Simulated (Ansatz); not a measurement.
System: Pb (fcc type), 1 atom in the cell.

Level of theory: Ansatz 0.2.0 development build, PBE, all-electron LAPW, point nucleus.

k-mesh 12×12×12 Γ-centred; Fermi–Dirac smearing of 0.1 eV; no spin polarisation; no spin–orbit coupling.

```
Pb
1.0
     0.00000    2.51500    2.51500
     2.51500    0.00000    2.51500
     2.51500    2.51500    0.00000
Pb
1
Cartesian
  0.0000 0.0000 0.0000
```

Problem. Would the cell expand or shrink if it were free to relax?

Solution. The pressure is 0.45 GPa, so at these settings the cell is compressed and would expand.

Spin–orbit coupling is left out, which matters for 6p elements such as Tl, Pb and Bi.
